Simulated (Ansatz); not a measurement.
Sn2Au (cubic Laves (MgCu2 type), Fd-3m) at seven volumes, PBE (plane waves, PAW; program Ansatz), scaled uniformly. One row is withheld.

| V (Å³/atom) | P (GPa) |
|---|---|
| 24.320 | 5.80 |
| 25.122 | 3.50 |
| 25.924 | 1.58 |
| 26.726 | -0.01 |
| 27.527 | ? |
| 28.329 | -2.43 |
| 29.131 | -3.34 |

Task: Fit the shown pressures and predict the withheld one.

Result: P = (3/2)B₀(x^(7/2) − x^(5/2))[1 + (3/4)(B′ − 4)(x − 1)] with x = (V₀/V)^(2/3). Least squares on the six rows gives V₀ = 26.721 Å³/atom, B₀ = 48.3 GPa, B′ = 5.16. At V = 27.527, x = 0.9804 and P = -1.33 GPa. The run itself gave -1.33 GPa.

The cell is a constructed one: a structure type filled with these elements; neither database checked (COD, Materials Project) lists it. COD files the formula under space group No. 61, so this cell is another polymorph or a model. Its standing as an ambient phase is unchecked. The cell was relaxed with PBE under the symmetry of its start; whether a distortion lowers the energy is not shown. Scalar-relativistic: spin–orbit coupling is off unless named, which matters more the heavier the elements.

Potentials: the earlier of the program's two PAW sets.
